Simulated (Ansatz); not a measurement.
## Stationary points along a deformation path in TaN

These are results of Ansatz, DFT PBEsol, scalar-relativistic, plane waves, PAW, not measurements. Cutoff 420 eV, Γ-centred 24×24×18 k-points, Gaussian smearing of 0.15 eV. Spin–orbit coupling is left out, which can shift energies with elements as heavy as these. No spin polarisation. Energies are free energies at this smearing, counted from the undisturbed cell; pressure is positive in compression.

Reference structure (as given, not relaxed at this level; it stands at -4.9 GPa; this form isn't the usual structure):

```
Ta N
1.0
     2.93800    0.00000    0.00000
    -1.46900    2.54438    0.00000
     0.00000    0.00000    2.88300
Ta N
1 1
Direct
  0.33333 0.66667 0.50000
  0.00000 0.00000 0.00000
```

At fixed volume and fractional coordinates, lengths along (0.000, 0.000, 1.000) are scaled against those across it; ρ is that ratio over its starting value. V = 10.776 Å³/atom. Δσ is the stress along the axis less the mean stress across it (compression positive).

```csv
ρ,ΔE (meV/atom),Δσ (GPa),space group
0.800,759.6,155.69,P-6m2
0.850,396.3,111.60,P-6m2
0.920,101.0,55.12,P-6m2
0.960,23.6,26.22,P-6m2
1.000,0.0,-0.23,P-6m2
1.050,34.1,-30.85,P-6m2
1.100,128.6,-59.66,P-6m2
1.200,465.8,-113.06,P-6m2
1.300,958.6,-161.12,P-6m2
```

Problem. How does the stress give the slope of the energy, and where is the energy stationary?

Solution. Along the path d ln(length) is 2/3 d ln ρ on the axis and −1/3 d ln ρ across it, so dE/d ln ρ = −(2/3) V Δσ: the energy falls with ρ where Δσ is positive. Δσ vanishes or changes sign between ρ = 0.960 and 1.000, a minimum (near 1.00 by linear interpolation). Pairs of stationary points between two samples would go unseen, and could change a minimum read from distant neighbours into a maximum.

Problem. Integrate that slope from ρ = 1 to 0.850 by the trapezoid rule.

Solution. With V/N in Å³ and 1 eV/Å³ = 160.2 GPa the slopes at ρ = 1.000, 0.960, 0.920, 0.850 are 10, -1175, -2471, -5004 meV/atom per unit of ln ρ. The steps add 23.8 + 77.6 + 295.8 = 397.2 meV/atom, against 396.3 from the energies; the trapezoid rule misses the curvature of the slope within each step.

In a metal these slopes depend on the k mesh and the smearing.

Cost: 9 runs of about 2 core-minutes in all, on Arm Neoverse V2 (shared hosts).